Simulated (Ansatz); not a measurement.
MgH₂:
Space group P4₂/mnm (No. 136); a = b = 4.4293 Å, c = 2.9731 Å, α = β = γ = 90.00°

| atom | site | symmetry | x | y | z |
|---|---|---|---|---|---|
| Mg | 2a | m.mm | 0.0000 | 0.0000 | 0.0000 |
| H | 4f | m.2m | 0.3043 | 0.3043 | 0.0000 |

Relaxed with LDA.

### Question
Decompose the optical modes at the zone centre into irreducible representations, and say which are infrared and Raman allowed.

### Answer
Point group 4/mmm: Γ_opt = A1g + A2g + A2u + B1g + 2B1u + B2g + Eg + 3Eu. Infrared: A2u, Eu. Raman: A1g, B1g, B2g, Eg.

### Question
Assign frequencies (DFPT, LDA (plane waves, PAW; program Ansatz); without the LO–TO term).

### Answer
B1u 184, B1g 233, Eu 303, Eu 492, A2g 736, A2u 911, Eg 1018, B1u 1148, Eu 1244, A1g 1347, B2g 1501 cm⁻¹.

Subscripts of B labels follow the axes of the standard setting.

Space group P4_2/mnm (rutile). The cell was relaxed with LDA under the symmetry of its start; phonons on a q-mesh show no instability.

Potentials: the later of the program's two PAW sets.
